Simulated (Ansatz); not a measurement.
Ansatz (a program for electronic structure) input:

Ansatz 0.2 input:
```yaml
crystal:
  lattice:
    - [-1.6018065771, 1.6018065771, 2.9372403554]
    - [1.6018065771, -1.6018065771, 2.9372403554]
    - [1.6018065771, 1.6018065771, -2.9372403554]
  atoms:
    - { symbol: Nb, position: [0.0, 0.0, 0.0] }
    - { symbol: C, position: [0.6150771451, 0.6150771451, 0.0] }
    - { symbol: C, position: [0.3849228549, 0.3849228549, 0.0] }
kpoints:
  mp_grid: { grid: [18, 18, 18] }
hamiltonian:
  xc: r2scan
  pseudopotentials: { azcp: { folder: ./paw }, kind: paw }
scf:
  occupations: { method: gaussian, width: 0.05 }
checkpoint: { read: metal.run }
output: { write_density: true, elf: true, volumetric_format: npy }
basis: { fft_grid_basis: typed }
```

Output (shortened):

```
Pseudopotential: Nb, paw, valence charge 13
Pseudopotential: C, paw, valence charge 4
Functional definition: r2SCAN
Crystal: 3 atoms, lattice volume = 30.145 Å³
Basis set: ecut = 500 eV, 771 PW (Γ), exchange–correlation on 120×120×120 points (64 copies of the dense FFT grid, shifted against one another)
Bands: 19, of which v1, the nominal top of the filled ones, is band 11 counted from 1 (10 counted from 0)
Symmetry: 16 space group operations
Space group: I4/mmm (ITA 139), of the structure as read, at distance tolerance 3.1e-5 Å
k-points: 480 of 5832
Stability of the state it starts from, as read at its close in the unpolarized treatment …
iter 1 solved again at ethr=1.12e-8 eV; its pass at ethr=3.10e-3 eV (dr2=2.36e-6 eV) is discarded
SCF iter   1: F=—  HF=-5065.746143 eV  |F-HF|=—  |Δ(HF+E_count)|=         —  Δρ=2.71e-7  dr2=2.47e-11  dr2_τ=2.31e-12  ethr=1.12e-8  ⟨swp⟩=3.6  Hψ=73483  notcnv=0
preconditioner: auto → Kerker (q_TF=auto, 2.569 Å⁻¹)
SCF iter   2: F=-5065.746143 eV  HF=-5065.746143 eV  |F-HF|=3.64e-12  |Δ(HF+E_count)|=   4.50e-8  Δρ=2.10e-7  dr2=1.33e-11  dr2_τ=3.18e-12  ethr=1.00e-12  ⟨swp⟩=5.8  Hψ=32288  notcnv=0
SCF 1 converged in 2 iterations: F = -5065.746143 eV  dr2 = 1.33e-11
SCF converged after 2 iterations
Free energy (F): -5065.746143 eV
Harris-Foulkes:  -5065.746143 eV  (|F-HF|=3.64e-12)
Internal energy: -5065.744507 eV  (E = F + TS)
E sigma→0 (E₀):  -5065.745325 eV
Entropy (-TS):   -0.001636 eV (-0.545 meV/atom)
Fermi energy:    16.430129 eV
--- Per-component energies (eV) ---
  E_band       = -62.215242
  E_kinetic    = 544.626207
  E_local      = -793.479204  (includes V_loc(G=0)·N_el)
  E_nonlocal   = 140.984800
  E_hartree    = 253.867511
  E_xc         = -252.215347
  E_vxc        = -348.715038  (∫ρ·V_xc dr)
  E_paw        = -3301.480246  (= ΣΔE_a)
  E_vpaw       = -133.656659  (= ΣTr[D̂ρ^β])
  E_aug_tail   = 0.000035  (compensation charges beyond the density's cutoff)
  E_vtau       = 20.289581  (kinetic-family band-sum trace: ∫τ·v_τ [+ j·A + Jᵃ·Aᵃ] dr)
  E_ewald      = -1657.806283
  E_core_change = -0.241978  (= ΣΔE_core)
  E_smearing   = -0.001636  (= −TS)
  E_closure    = 0.000000  (closes the sum)
  Σ components = -5065.746143   (vs F -5065.746143, Δ=0.00e0)
  [band-id]    e_kinetic+e_local+e_nonlocal+2·e_hartree+e_vxc+e_vpaw+e_augmentation_tail+e_vtau = -62.215257   (vs E_band -62.215242, Δ=-1.50e-5)
--- Band table (eV; the first three rows and the last of 480) ---
  k-point 0: bands = ["-41.4357", "-16.6959", "-16.6959", "-16.5354", "-1.7375", "8.2386", "11.0301", "13.0922", "13.0922", "13.5134", "13.5134", "13.6962", "16.9500", "18.5285", "23.8671", "23.8671", "25.6222", "27.0791", "28.8552"]
  k-point 1: bands = ["-41.4334", "-16.7124", "-16.7056", "-16.5366", "-1.6607", "8.2794", "10.7961", "12.4967", "12.6852", "13.3837", "13.9098", "14.2497", "17.3579", "18.8897", "23.3229", "23.8590", "25.9430", "27.4815", "28.8616"]
  k-point 2: bands = ["-41.4268", "-16.7585", "-16.7338", "-16.5401", "-1.4504", "8.3805", "10.3479", "11.4050", "12.2246", "13.0343", "14.8394", "15.1348", "17.8004", "20.0437", "22.1700", "23.8719", "26.8228", "28.2137", "28.8949"]
  k-point 479: bands = ["-41.4154", "-16.7961", "-16.7440", "-16.7440", "-0.9912", "6.3874", "11.8153", "11.8153", "12.7904", "13.1357", "17.3617", "17.4956", "17.4956", "21.3224", "22.0424", "22.0424", "22.9139", "30.0871", "30.9774"]
```

Cost: about 40 core-seconds (a rough figure) on shared cores.

The start of the workflow was typed in or built on a structure type; neither database checked (COD, Materials Project) lists it. Whether it is the stable phase at ambient conditions was not checked. The r²SCAN relaxation kept the symmetry of its start; its stability against distortions is not shown here. The run is not spin-polarised. The volume moved by -28 % from the start of the relaxation. Its formation energy is positive at this level, so the cell may be metastable or incomplete. Scalar-relativistic: spin–orbit coupling is off unless named, which matters more the heavier the elements.

Potentials: the earlier of the program's two PAW sets.

Ansatz is a plane-wave DFT program.
